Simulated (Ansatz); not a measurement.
Geometry optimisation in Ansatz: input, command and trajectory.

```yaml
crystal:
  lattice:
    - [1.377663868, 0.795394605, 6.9090712848]
    - [-1.377663868, 0.795394605, 6.9090712848]
    - [0.0, -1.59078921, 6.9090712848]
  atoms:
    - { symbol: Ni, position: [0.0, 0.0, 0.0] }
    - { symbol: O, position: [0.6220913557, 0.6220913557, 0.6220913557] }
    - { symbol: O, position: [0.3779086443, 0.3779086443, 0.3779086443] }
basis:
  ecutwfc: 420
kpoints:
  mp_grid: { grid: [12, 12, 12] }
hamiltonian:
  xc: pbesol
scf:
  occupations: { method: gaussian, width: 0.02 }
output:
  forces: true
  stress: true
  eigenvalues: true
relax:
  adjacent_minimum: "off"
  f_tol: 0.01
  max_steps: 30
  cell: { stress_tol: 0.1, fix: [volume] }
```

```bash
ansatz run input.yaml --threads 1 --pin off --max-ram 2560MiB --backend cpu --events-out ev --progress --plain --runs-dir out
```

Computed with DFT PBEsol, scalar-relativistic, plane waves, PAW in Ansatz 0.2.0.

The volume is held at 0.97 times that of the relaxed cell.

Of 7 frames 6 are shown, positions in Å and forces in eV/Å; the SCF threshold varies from step to step. Steps run on the plane waves of an earlier cell, with a Pulay correction in the pressure. The basis is chosen afresh for the last frame, the zero of the energies, and at times for earlier ones too; energy and pressure step there, also at an unchanged geometry. Spin polarisation was left out; whether the Ni atoms would carry moments isn't shown by this run.

```xyz
3
Lattice="1.3777 0.7954 6.9091 -1.3777 0.7954 6.9091 0.0000 -1.5908 6.9091" Properties=species:S:1:pos:R:3:forces:R:3 pbc="T T T" step=1 free_energy_over_end_meV_per_atom=6.18 pressure_GPa=4.31
Ni    0.0000    0.0000    0.0000    0.0000    0.0000    0.0000
O     0.0000    0.0000   12.8942    0.0000    0.0000   -0.4566
O     0.0000    0.0000    7.8330    0.0000    0.0000    0.4566
3
Lattice="1.3832 0.7986 6.8542 -1.3832 0.7986 6.8542 0.0000 -1.5971 6.8542" Properties=species:S:1:pos:R:3:forces:R:3 pbc="T T T" step=2 free_energy_over_end_meV_per_atom=2.25 pressure_GPa=2.55
Ni    0.0000    0.0000    0.0000    0.0000    0.0000    0.0000
O     0.0000    0.0000   12.7805    0.0000    0.0000   -0.2678
O     0.0000    0.0000    7.7820    0.0000    0.0000    0.2678
3
Lattice="1.3906 0.8029 6.7813 -1.3906 0.8029 6.7813 0.0000 -1.6057 6.7813" Properties=species:S:1:pos:R:3:forces:R:3 pbc="T T T" step=3 free_energy_over_end_meV_per_atom=0.19 pressure_GPa=0.24
Ni    0.0000    0.0000    0.0000    0.0000    0.0000    0.0000
O     0.0000    0.0000   12.6294    0.0000    0.0000   -0.0234
O     0.0000    0.0000    7.7145    0.0000    0.0000    0.0234
3
Lattice="1.3909 0.8030 6.7783 -1.3909 0.8030 6.7783 0.0000 -1.6061 6.7783" Properties=species:S:1:pos:R:3:forces:R:3 pbc="T T T" step=4 free_energy_over_end_meV_per_atom=0.18 pressure_GPa=0.08
Ni    0.0000    0.0000    0.0000    0.0000    0.0000    0.0000
O     0.0000    0.0000   12.6224    0.0000    0.0000   -0.0002
O     0.0000    0.0000    7.7124    0.0000    0.0000    0.0002
3
Lattice="1.3909 0.8030 6.7783 -1.3909 0.8030 6.7783 0.0000 -1.6061 6.7783" Properties=species:S:1:pos:R:3:forces:R:3 pbc="T T T" step=5 free_energy_over_end_meV_per_atom=0.01 pressure_GPa=0.10
Ni    0.0000    0.0000    0.0000    0.0000    0.0000    0.0000
O     0.0000    0.0000   12.6224    0.0000    0.0000   -0.0004
O     0.0000    0.0000    7.7124    0.0000    0.0000    0.0004
3
Lattice="1.3915 0.8034 6.7725 -1.3915 0.8034 6.7725 0.0000 -1.6067 6.7725" Properties=species:S:1:pos:R:3:forces:R:3 pbc="T T T" step=7 free_energy_over_end_meV_per_atom=0.00 pressure_GPa=0.00
Ni    0.0000    0.0000    0.0000    0.0000    0.0000    0.0000
O     0.0000    0.0000   12.6113    0.0000    0.0000    0.0029
O     0.0000    0.0000    7.7063    0.0000    0.0000   -0.0029
```

The run took 2.4 min on 1 thread of Intel(R) Xeon(R) Processor @ 2.50GHz (Skylake/Cascade Lake), with other jobs on the host, peak memory 0.46 GiB.

The cell holds layers, and where no dispersion correction was added their binding is poorly described.